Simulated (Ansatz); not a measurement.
## Au (bcc): energy against volume

All numbers below come from Ansatz, DFT, BLYP, plane waves (420 eV) with PAW, scalar-relativistic. The PAW files were generated under PBE, with cores re-solved for the functional.

The cell is scaled uniformly from the relaxed one, with fractional coordinates and shape fixed. Energies are extrapolated to zero smearing, pressures are those at the given smearing. Magnetic state: spin not included.

A Birch-Murnaghan fit gives V₀ = 19.56 Å³/atom, B₀ = 101 GPa, B₀′ = 6.0.

Task: What are the energy above the minimum and the pressure at 17.204 Å³/atom?

Result: 119.9 meV/atom and 18.87 GPa as computed.

Task: What are the energy above the minimum and the pressure at 20.332 Å³/atom?

Result: 8.8 meV/atom and -3.50 GPa as computed.

Task: What are the energy above the minimum and the pressure at 21.114 Å³/atom?

Result: 32.5 meV/atom and -6.13 GPa as computed.
